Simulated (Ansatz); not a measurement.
CH3Cl on a (100) slab of Hf (P6_3/mmc (No. 194)), 6 planes, outer planes Hf (top) and Hf (bottom), 1 a cell of 31.8 Å², relaxed and still whole (its atoms last):

```
Hf C Cl H
1.0
     6.33970    0.00000    0.00000
     0.00000    5.01970    0.00000
     0.00000    0.00000   26.55320
Hf C Cl H
12 1 1 3
Direct
  0.50000 0.75000 0.30128
  0.00000 0.75000 0.30128
  0.75000 0.25000 0.33574
  0.25000 0.25000 0.33574
  0.75000 0.75000 0.40467
  0.25000 0.75000 0.40467
  0.00002 0.25327 0.44030
  0.49999 0.25031 0.43960
  0.00003 0.75313 0.50524
  0.49996 0.75056 0.50781
  0.25501 0.25033 0.53999
  0.74502 0.25013 0.53998
  0.99866 0.51927 0.66237
  0.99982 0.20564 0.61859
  0.99414 0.44379 0.70102
  0.14449 0.62310 0.65237
  0.85686 0.62703 0.65072
```

The calculation used Ansatz 0.2.0, DFT PBE+D3(BJ), scalar-relativistic, plane waves, PAW. Cutoff 420 eV; k points 3×4×1 on the computed 17-atom cell (Γ-centred); Gaussian smearing, width 0.10 eV; no spin polarisation. A dipole correction removes the field between periodic images along c.

It binds with 1.04 eV a molecule against the clean slab and the free molecule (no zero-point or thermal terms); its shortest contact is Cl–Hf 2.65 Å. Take first-order desorption with no barrier to adsorption, no reaction on the face and an assumed prefactor of 10^13 s⁻¹.

(1) How long does a molecule stay at 473 K?

(2) Where does its peak lie in a desorption experiment heated at 5 K/s?

(3) Is this physisorption or chemisorption?

The molecule may also break up before it leaves, which wasn't tried.

Answers

(1) τ = ν⁻¹·exp(E/k_BT) with k_BT = 0.0408 eV: E/k_BT = 25.5, so τ ≈ 1×10^-2 s. At about one hit a site a second (10⁻⁶ mbar) the coverage is near τ × 1 s⁻¹, so a layer needs roughly 8×10^-5 mbar.

(2) The peak obeys E/(k_B·T_p²) = (ν/β)·exp(−E/k_BT_p). Solving gives T_p ≈ 391 K (E/k_BT_p = 30.9). An error of 0.1 eV in E moves it by about 38 K, and larger molecules have larger prefactors, which lowers it.

(3) The tightest contact, Cl–Hf 2.65 Å, is 0.96 times the sum of covalent radii, and deformation and lateral interaction add up to +0.16 eV. This is chemisorption.